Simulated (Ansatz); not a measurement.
A geometry of MoS₂ away from equilibrium: step 2 of the relaxation of a relaxed MoS2 cell with every coordinate shifted by Gaussian noise of σ = 0.45 Å. Level of theory: PBE (plane waves to 420 eV, PAW, scalar-relativistic; Ansatz, an electronic-structure program). Γ-centred k-mesh 8×8×8 on the run's cell (coarser than for final values), Fermi–Dirac smearing 0.05 eV. The plane waves were selected for a different cell earlier on the path.

```
MoS2
1.0
    1.59191     0.99730     7.17100
   -1.54532     0.99203     7.16163
    0.01873    -1.72819     7.13388
Mo S
1 2
Direct
  0.18393   0.48641   0.33841
  0.55661   0.90467   0.76550
  0.56192   0.51521   0.67884
```

Problem. What forces act on the atoms (eV/Å)?

Solution. 
| atom | Fx | Fy | Fz |
|---|---|---|---|
| Mo1 | 1.45 | -1.08 | -1.13 |
| S2 | 0.22 | 0.31 | 0.01 |
| S3 | -1.67 | 0.77 | 1.13 |

The path ends in Cm (No. 8) at a tolerance of 0.01 Å, R3m (No. 160) at 0.1 Å. No spin polarisation in the result. No dispersion correction is included, so spacings between layers, chains or molecules are soft and tend to come out too large.

The end of the path is a generated cell of MoS2: the first start was made by placing the elements on the sites of a structure type, and the end was not matched to a known phase here, so it may be hypothetical. Known forms of MoS2 include space group No. 160, 194.
